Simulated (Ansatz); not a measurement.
PtSe₂ (CdI2 type, P-3m1), LDA (plane waves, PAW; program Ansatz), all energies at zero smearing, with the estimated change up to a 700 eV cutoff added, with one set of potentials and settings (totals compare only within such a set). Cell of 3 atoms (1 Pt, 2 Se): -23012.782 eV.

| element | reference phase | E (eV/atom) |
|---|---|---|
| Pt | Fm-3m, 1 atoms in the cell | -12244.9860 |
| Se | P3_121, 3 atoms in the cell | -5383.2604 |

Formation energy per atom, worked out: (-23012.782 − 1×(-12244.9860) − 2×(-5383.2604))/3 = -0.425 eV/atom (-41 kJ per mol of atoms), at 0 K, without zero-point energy or fitted corrections.

The cell was relaxed with LDA under the symmetry of its start; of distortions, only those at the zone centre were tested. No spin polarisation was allowed. The volume moved by -16 % from the start of the relaxation. A crystal of weakly bound layers computed without a dispersion correction: the cell and the soft elastic constants depend strongly on that. The references are the lowest solids computed at this level, not always the standard phases. Scalar-relativistic: spin–orbit coupling is off unless named, which matters more the heavier the elements.

Potentials: the later of the program's two PAW sets.
